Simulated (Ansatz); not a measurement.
CdSiN2 in space group R-3m (No. 166; Cd on 3b, Si on 3a, N on 6c) under volume change, DFT-LDA in the program Ansatz with PAW potentials, shape and atoms relaxed at each volume.

```
V (Å³/atom)  E − E(relaxed) (meV/atom)  P (GPa)
-----------  -------------------------  -------
9.648                             63.3    23.09
9.966                             26.6    14.14
10.284                             6.3     6.51
10.602                             0.0     0.00
10.920                             5.7    -5.57
11.238                            21.6   -10.32
```

Question: What does a third-order Birch–Murnaghan fit give for V₀, B₀ and B′?

Answer: V₀ = 10.60 Å³/atom, B₀ = 200 GPa, B′ = 4.2.

The start of the workflow was typed in or built on a structure type; neither database checked (COD, Materials Project) lists it. Its standing as an ambient phase is unchecked. The LDA relaxation kept the symmetry of its start; its stability against distortions is not shown here. The volume moved by -46 % from the start of the relaxation.

Potentials: the later of the program's two PAW sets.
